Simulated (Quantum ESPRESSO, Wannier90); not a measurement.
# Wannierisation of HfS₂ (CdI2 type)

Structure: Materials Project mp-985829, symmetrised, not relaxed again. Not found in the COD (Crystallography Open Database) copy used; not checked further. Method: PBEsol plane waves in Quantum ESPRESSO 7.5 (PseudoDojo norm-conserving files, 47 Ry, no spin polarisation, no spin-orbit coupling), Bloch states on a 12×12×6 mesh through Γ, Wannier90 4.0.1. Density: 12×12×6 mesh, cold smearing 0.01 Ry. The cell is built of weakly bound layers, chains or molecules, whose nearest atoms lie 3.83 Å apart. Database cells relaxed without dispersion often hold them too far apart, which can enlarge gaps and weakens couplings between them; spacing and stacking were not compared with the measured crystal. Spin-orbit coupling is left out although heavy elements are present.

Input w.win:

```
num_bands = 21
num_wann = 11
exclude_bands = 1-6
num_iter = 0
conv_tol = 1.0e-6
conv_window = 4
dis_num_iter = 1000
dis_conv_tol = 1.0e-6
dis_froz_max = 9.26
write_hr = true
write_u_matrices = true
begin projections
Hf: d
S: p
end projections
begin unit_cell_cart
ang
    3.6396599908    0.0000000000    0.0000000000
   -1.8198299954    3.1520380132    0.0000000000
    0.0000000000    0.0000000000    6.0555600000
end unit_cell_cart
begin atoms_frac
Hf   0.0000000000  0.0000000000  0.0000000000
S   -0.3333333333  0.3333333333 -0.2360500000
S    0.3333333333 -0.3333333333  0.2360500000
end atoms_frac
mp_grid = 12 12 6
begin kpoints
0.0000000000 0.0000000000 0.0000000000
0.0000000000 0.0000000000 0.1666666667
0.0000000000 0.0000000000 0.3333333333
... (861 more lines: the 12x12x6 mesh through Gamma)
end kpoints
```

On the energy scale of pw.x, whose zero is arbitrary, the valence-band maximum lies at 6.63 eV. Lines of w_hr.dat (R1 R2 R3 m n Re Im, eV) for R = 0 and one of the shortest lattice vectors, rounded to 0.01 eV, lines under 0.02 eV left out; orbitals in order: Hf1 dz2, Hf1 dxz, Hf1 dyz, Hf1 dx2-y2, Hf1 dxy, S2 pz, S2 px, S2 py, S3 pz, S3 px, S3 py.

```
    0    0    0    1    1     8.93     0.00
    0    0    0    6    1     0.74     0.00
    0    0    0    7    1    -0.39     0.00
    0    0    0    8    1     0.22     0.00
    0    0    0    9    1    -0.74     0.00
    0    0    0   10    1     0.39     0.00
    0    0    0   11    1    -0.22     0.00
    0    0    0    2    2     9.93     0.00
    0    0    0    5    2    -0.82     0.00
    0    0    0    6    2    -0.53     0.00
    0    0    0    7    2    -1.13     0.00
    0    0    0    8    2     1.04     0.00
    0    0    0    9    2     0.53     0.00
    0    0    0   10    2     1.13     0.00
    0    0    0   11    2    -1.04     0.00
    0    0    0    3    3     9.93     0.00
    0    0    0    4    3    -0.82     0.00
    0    0    0    6    3     0.30     0.00
    0    0    0    7    3     1.04     0.00
    0    0    0    8    3     0.06     0.00
    0    0    0    9    3    -0.30     0.00
    0    0    0   10    3    -1.04     0.00
    0    0    0   11    3    -0.06     0.00
    0    0    0    3    4    -0.82     0.00
    0    0    0    4    4     9.35     0.00
    0    0    0    6    4    -0.55     0.00
    0    0    0    8    4     0.85     0.00
    0    0    0    9    4     0.55     0.00
    0    0    0   11    4    -0.85     0.00
    0    0    0    2    5    -0.82     0.00
    0    0    0    5    5     9.35     0.00
    0    0    0    6    5     0.95     0.00
    0    0    0    7    5     0.84     0.00
    0    0    0    9    5    -0.95     0.00
    0    0    0   10    5    -0.84     0.00
    0    0    0    1    6     0.74     0.00
    0    0    0    2    6    -0.53     0.00
    0    0    0    3    6     0.30     0.00
    0    0    0    4    6    -0.55     0.00
    0    0    0    5    6     0.95     0.00
    0    0    0    6    6     5.54     0.00
    0    0    0    9    6    -0.11     0.00
    0    0    0   10    6     0.02     0.00
    0    0    0    1    7    -0.39     0.00
    0    0    0    2    7    -1.13     0.00
    0    0    0    3    7     1.04     0.00
    0    0    0    5    7     0.84     0.00
    0    0    0    7    7     5.42     0.00
    0    0    0    9    7     0.02     0.00
    0    0    0   10    7    -0.11     0.00
    0    0    0    1    8     0.22     0.00
    0    0    0    2    8     1.04     0.00
    0    0    0    3    8     0.06     0.00
    0    0    0    4    8     0.85     0.00
    0    0    0    8    8     5.42     0.00
    0    0    0   11    8    -0.13     0.00
    0    0    0    1    9    -0.74     0.00
    0    0    0    2    9     0.53     0.00
    0    0    0    3    9    -0.30     0.00
    0    0    0    4    9     0.55     0.00
    0    0    0    5    9    -0.95     0.00
    0    0    0    6    9    -0.11     0.00
    0    0    0    7    9     0.02     0.00
    0    0    0    9    9     5.54     0.00
    0    0    0    1   10     0.39     0.00
    0    0    0    2   10     1.13     0.00
    0    0    0    3   10    -1.04     0.00
    0    0    0    5   10    -0.84     0.00
    0    0    0    6   10     0.02     0.00
    0    0    0    7   10    -0.11     0.00
    0    0    0   10   10     5.42     0.00
    0    0    0    1   11    -0.22     0.00
    0    0    0    2   11    -1.04     0.00
    0    0    0    3   11    -0.06     0.00
    0    0    0    4   11    -0.85     0.00
    0    0    0    8   11    -0.13     0.00
    0    0    0   11   11     5.42     0.00
   -1   -1    0    1    1    -0.13     0.00
   -1   -1    0    2    1     0.16     0.00
   -1   -1    0    3    1    -0.09     0.00
   -1   -1    0    4    1    -0.18     0.00
   -1   -1    0    5    1     0.31     0.00
   -1   -1    0    1    2     0.16     0.00
   -1   -1    0    2    2    -0.12     0.00
   -1   -1    0    3    2    -0.07     0.00
   -1   -1    0    4    2     0.27     0.00
   -1   -1    0    5    2    -0.06     0.00
   -1   -1    0    9    2     0.04     0.00
   -1   -1    0   10    2     0.03     0.00
   -1   -1    0    1    3    -0.09     0.00
   -1   -1    0    2    3    -0.07     0.00
   -1   -1    0    3    3    -0.20     0.00
   -1   -1    0    4    3     0.26     0.00
   -1   -1    0    5    3     0.27     0.00
   -1   -1    0    6    3     0.04     0.00
   -1   -1    0    8    3    -0.04     0.00
   -1   -1    0    9    3     0.02     0.00
   -1   -1    0    1    4    -0.18     0.00
   -1   -1    0    2    4     0.27     0.00
   -1   -1    0    3    4     0.26     0.00
   -1   -1    0    4    4    -0.10     0.00
   -1   -1    0    5    4     0.16     0.00
   -1   -1    0    8    4    -0.04     0.00
   -1   -1    0   10    4     0.04     0.00
   -1   -1    0   11    4    -0.03     0.00
   -1   -1    0    1    5     0.31     0.00
   -1   -1    0    2    5    -0.06     0.00
   -1   -1    0    3    5     0.27     0.00
   -1   -1    0    4    5     0.16     0.00
   -1   -1    0    5    5    -0.29     0.00
   -1   -1    0    7    5     0.06     0.00
   -1   -1    0   11    5     0.04     0.00
   -1   -1    0    2    6    -0.04     0.00
   -1   -1    0    3    6    -0.02     0.00
   -1   -1    0    6    6    -0.11     0.00
   -1   -1    0    7    6     0.09     0.00
   -1   -1    0    8    6     0.08     0.00
   -1   -1    0    2    7    -0.03     0.00
   -1   -1    0    4    7    -0.04     0.00
   -1   -1    0    7    7     0.08     0.00
   -1   -1    0    8    7     0.17     0.00
   -1   -1    0    4    8     0.03     0.00
   -1   -1    0    5    8    -0.04     0.00
   -1   -1    0    6    8    -0.12     0.00
   -1   -1    0    7    8     0.44     0.00
   -1   -1    0    8    8     0.43     0.00
   -1   -1    0    3    9    -0.04     0.00
   -1   -1    0    9    9    -0.11     0.00
   -1   -1    0   11    9    -0.12     0.00
   -1   -1    0    5   10    -0.06     0.00
   -1   -1    0    9   10     0.09     0.00
   -1   -1    0   10   10     0.08     0.00
   -1   -1    0   11   10     0.44     0.00
   -1   -1    0    3   11     0.04     0.00
   -1   -1    0    4   11     0.04     0.00
   -1   -1    0    9   11     0.08     0.00
   -1   -1    0   10   11     0.17     0.00
   -1   -1    0   11   11     0.43     0.00
```
